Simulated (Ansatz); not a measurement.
V$_{2}$GeB$_{2}$:
Space group P-6m2 (No. 187); a = b = 3.0124 Å, c = 6.7492 Å, α = β = 90.00°, γ = 120.00°

```
atom  site  symmetry       x       y       z
----  ----  --------  ------  ------  ------
V       2h       3m.  0.3333  0.6667  0.2873
Ge      1a      -6m2  0.0000  0.0000  0.0000
B       1b      -6m2  0.0000  0.0000  0.5000
B       1f      -6m2  0.6667  0.3333  0.5000
```

Relaxed with PBE.

Q: Which orbitals make up the states near the Fermi level in the program Ansatz at the PBE level (PAW)?

A: Within 0.5 eV of the Fermi level: V 3d 85 %, Ge 4p 9 %. Projections are on Löwdin-orthogonalised atomic valence shells; empty p or d shells of many metals are not among them.

Q: Tabulate the density of states.

A: States/eV per cell of 5 atoms, in 0.25 eV bins, energy from the Fermi level.

| E (eV) | total | V 3d | B 2p | Ge 4p |
|---|---|---|---|---|
| -7.85 | 1.71 | 0.22 | 0.43 | 0.09 |
| -7.60 | 1.18 | 0.18 | 0.31 | 0.05 |
| -7.35 | 0.93 | 0.15 | 0.34 | 0.04 |
| -7.10 | 0.68 | 0.11 | 0.36 | 0.03 |
| -6.85 | 0.83 | 0.12 | 0.50 | 0.04 |
| -6.60 | 0.90 | 0.14 | 0.56 | 0.04 |
| -6.35 | 1.03 | 0.17 | 0.65 | 0.05 |
| -6.10 | 1.20 | 0.21 | 0.75 | 0.07 |
| -5.85 | 0.97 | 0.19 | 0.63 | 0.04 |
| -5.60 | 1.25 | 0.24 | 0.80 | 0.07 |
| -5.35 | 1.60 | 0.32 | 0.91 | 0.21 |
| -5.10 | 1.67 | 0.36 | 0.90 | 0.26 |
| -4.85 | 2.21 | 0.48 | 1.19 | 0.38 |
| -4.60 | 2.46 | 0.60 | 1.17 | 0.49 |
| -4.35 | 1.89 | 0.48 | 0.79 | 0.47 |
| -4.10 | 1.73 | 0.47 | 0.62 | 0.50 |
| -3.85 | 1.52 | 0.44 | 0.61 | 0.34 |
| -3.60 | 2.61 | 0.75 | 1.06 | 0.60 |
| -3.35 | 2.68 | 0.88 | 0.99 | 0.61 |
| -3.10 | 4.34 | 1.88 | 1.15 | 1.06 |
| -2.85 | 3.31 | 1.61 | 0.44 | 1.07 |
| -2.60 | 2.20 | 1.23 | 0.25 | 0.59 |
| -2.35 | 2.37 | 1.57 | 0.24 | 0.43 |
| -2.10 | 3.89 | 2.57 | 0.38 | 0.71 |
| -1.85 | 3.76 | 2.72 | 0.29 | 0.50 |
| -1.60 | 2.49 | 1.93 | 0.18 | 0.25 |
| -1.35 | 1.56 | 1.25 | 0.11 | 0.13 |
| -1.10 | 1.46 | 1.20 | 0.08 | 0.11 |
| -0.85 | 1.72 | 1.42 | 0.11 | 0.12 |
| -0.60 | 2.13 | 1.79 | 0.14 | 0.15 |
| -0.35 | 2.75 | 2.30 | 0.13 | 0.26 |
| -0.10 | 2.78 | 2.33 | 0.10 | 0.30 |
| 0.15 | 2.61 | 2.23 | 0.10 | 0.21 |
| 0.40 | 2.98 | 2.59 | 0.12 | 0.18 |
| 0.65 | 4.93 | 4.39 | 0.18 | 0.22 |
| 0.90 | 3.76 | 3.30 | 0.13 | 0.17 |
| 1.15 | 3.75 | 3.34 | 0.10 | 0.14 |
| 1.40 | 3.41 | 2.99 | 0.13 | 0.14 |
| 1.65 | 2.95 | 2.55 | 0.14 | 0.15 |
| 1.90 | 3.30 | 2.59 | 0.20 | 0.32 |
| 2.15 | 4.76 | 3.69 | 0.31 | 0.50 |
| 2.40 | 4.05 | 2.81 | 0.67 | 0.38 |
| 2.65 | 3.65 | 2.51 | 0.82 | 0.18 |
| 2.90 | 4.82 | 3.09 | 0.70 | 0.34 |
| 3.15 | 2.76 | 1.77 | 0.32 | 0.21 |
| 3.40 | 1.05 | 0.53 | 0.14 | 0.23 |
| 3.65 | 2.48 | 1.28 | 0.27 | 0.59 |
| 3.90 | 1.65 | 0.74 | 0.17 | 0.47 |
| 4.15 | 1.58 | 0.62 | 0.15 | 0.49 |
| 4.40 | 1.86 | 0.64 | 0.18 | 0.60 |
| 4.65 | 2.10 | 0.67 | 0.22 | 0.67 |

The start of the workflow was typed in or built on a structure type; neither database checked (COD, Materials Project) lists it. Whether it is the stable phase at ambient conditions was not checked. The PBE relaxation kept the symmetry of its start; whether a distortion lowers the energy is not shown. The workflow began spin-polarised and lost its moments. Scalar-relativistic: spin–orbit coupling is off unless named, which matters more the heavier the elements.

Potentials: the earlier of the program's two PAW sets.
